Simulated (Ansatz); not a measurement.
Input, command and steps of an Ansatz relaxation.

```yaml
crystal:
  lattice:
    - [-2.9888745628, 2.9888745628, 5.6642966801]
    - [2.9888745628, -2.9888745628, 5.6642966801]
    - [2.9888745628, 2.9888745628, -5.6642966801]
  atoms:
    - { symbol: Cd, position: [0.25, 0.75, 0.5] }
    - { symbol: Cd, position: [0.5, 0.5, 0.0] }
    - { symbol: Ge, position: [0.0, 0.0, 0.0] }
    - { symbol: Ge, position: [0.75, 0.25, 0.5] }
    - { symbol: As, position: [0.875, 0.34621757, 0.97121757] }
    - { symbol: As, position: [0.65378243, 0.625, 0.52878243] }
    - { symbol: As, position: [0.375, 0.90378243, 0.02878243] }
    - { symbol: As, position: [0.09621757, 0.125, 0.47121757] }
basis:
  ecutwfc: 420
kpoints:
  mp_grid: { grid: [8, 8, 8] }
hamiltonian:
  xc: pbe
scf:
  occupations: { method: gaussian, width: 0.01 }
output:
  forces: true
  stress: true
  eigenvalues: true
  write_density: true
  write_potential: true
  elf: true
  volumetric_format: npy
relax:
  adjacent_minimum: "off"
  f_tol: 0.005
  max_steps: 80
  cell: { stress_tol: 0.05 }
```

```bash
ansatz run input.yaml --threads 2 --pin off --max-ram 5120MiB --backend cpu --events-out ev --progress --plain --runs-dir out
```

These are results of Ansatz, DFT PBE, scalar-relativistic, plane waves, PAW, not measurements.

Of 5 frames 5 are shown, positions in Å and forces in eV/Å; the SCF threshold varies from step to step. Steps run on the plane waves of an earlier cell, with a Pulay correction in the pressure. The basis is chosen afresh for the last frame, the zero of the energies, and at times for earlier ones too; energy and pressure step there, also at an unchanged geometry.

```xyz
8
Lattice="-2.9889 2.9889 5.6643 2.9889 -2.9889 5.6643 2.9889 2.9889 -5.6643" Properties=species:S:1:pos:R:3:forces:R:3 pbc="T T T" step=1 free_energy_over_end_meV_per_atom=6.67 pressure_GPa=2.17
Cd    2.9889    0.0000    2.8321    0.0000    0.0000    0.0000
Cd    0.0000    0.0000    5.6643    0.0000    0.0000    0.0000
Ge    0.0000    0.0000    0.0000    0.0000    0.0000    0.0000
Ge    0.0000    2.9889    2.8321    0.0000    0.0000    0.0000
As    1.3224    4.4833    1.4161    0.1422    0.0000    0.0000
As    1.4944    1.6665    4.2482    0.0000   -0.1422    0.0000
As    1.6665   -1.4944    7.0804   -0.1422    0.0000    0.0000
As    1.4944    1.3224   -1.4161    0.0000    0.1422    0.0000
8
Lattice="-3.0280 3.0280 5.7394 3.0280 -3.0280 5.7394 3.0280 3.0280 -5.7394" Properties=species:S:1:pos:R:3:forces:R:3 pbc="T T T" step=2 free_energy_over_end_meV_per_atom=0.49 pressure_GPa=-0.08
Cd    3.0280    0.0000    2.8697    0.0000    0.0000    0.0000
Cd    0.0000    0.0000    5.7394    0.0000    0.0000    0.0000
Ge    0.0000    0.0000    0.0000    0.0000    0.0000    0.0000
Ge    0.0000    3.0280    2.8697    0.0000    0.0000    0.0000
As    1.3407    4.5421    1.4349    0.0941    0.0000    0.0000
As    1.5140    1.6874    4.3046    0.0000   -0.0941    0.0000
As    1.6874   -1.5140    7.1743   -0.0941    0.0000    0.0000
As    1.5140    1.3407   -1.4349    0.0000    0.0941    0.0000
8
Lattice="-3.0262 3.0262 5.7343 3.0262 -3.0262 5.7343 3.0262 3.0262 -5.7343" Properties=species:S:1:pos:R:3:forces:R:3 pbc="T T T" step=3 free_energy_over_end_meV_per_atom=0.20 pressure_GPa=0.00
Cd    3.0262    0.0000    2.8672    0.0000    0.0000    0.0000
Cd    0.0000    0.0000    5.7343    0.0000    0.0000    0.0000
Ge    0.0000    0.0000    0.0000    0.0000    0.0000    0.0000
Ge    0.0000    3.0262    2.8672    0.0000    0.0000    0.0000
As    1.3515    4.5393    1.4336   -0.0047    0.0000    0.0000
As    1.5131    1.6747    4.3008    0.0000    0.0047    0.0000
As    1.6747   -1.5131    7.1679    0.0047    0.0000    0.0000
As    1.5131    1.3515   -1.4336    0.0000   -0.0047    0.0000
8
Lattice="-3.0242 3.0242 5.7420 3.0242 -3.0242 5.7420 3.0242 3.0242 -5.7420" Properties=species:S:1:pos:R:3:forces:R:3 pbc="T T T" step=4 free_energy_over_end_meV_per_atom=0.19 pressure_GPa=0.00
Cd    3.0242    0.0000    2.8710    0.0000    0.0000    0.0000
Cd    0.0000    0.0000    5.7420    0.0000    0.0000    0.0000
Ge    0.0000    0.0000    0.0000    0.0000    0.0000    0.0000
Ge    0.0000    3.0242    2.8710    0.0000    0.0000    0.0000
As    1.3503    4.5363    1.4355    0.0003    0.0000    0.0000
As    1.5121    1.6738    4.3065    0.0000   -0.0003    0.0000
As    1.6738   -1.5121    7.1775   -0.0003    0.0000    0.0000
As    1.5121    1.3503   -1.4355    0.0000    0.0003    0.0000
8
Lattice="-3.0242 3.0242 5.7420 3.0242 -3.0242 5.7420 3.0242 3.0242 -5.7420" Properties=species:S:1:pos:R:3:forces:R:3 pbc="T T T" step=5 free_energy_over_end_meV_per_atom=0.00 pressure_GPa=0.00
Cd    3.0242    0.0000    2.8710    0.0000    0.0000    0.0000
Cd    0.0000    0.0000    5.7420    0.0000    0.0000    0.0000
Ge    0.0000    0.0000    0.0000    0.0000    0.0000    0.0000
Ge    0.0000    3.0242    2.8710    0.0000    0.0000    0.0000
As    1.3503    4.5363    1.4355    0.0002    0.0000    0.0000
As    1.5121    1.6738    4.3065    0.0000   -0.0002    0.0000
As    1.6738   -1.5121    7.1775   -0.0002    0.0000    0.0000
As    1.5121    1.3503   -1.4355    0.0000    0.0002    0.0000
```

Time: 4.2 min on 2 threads of Oxide Virtual Turin-like Processor (Zen 5), on a shared host, peak memory 1 GiB.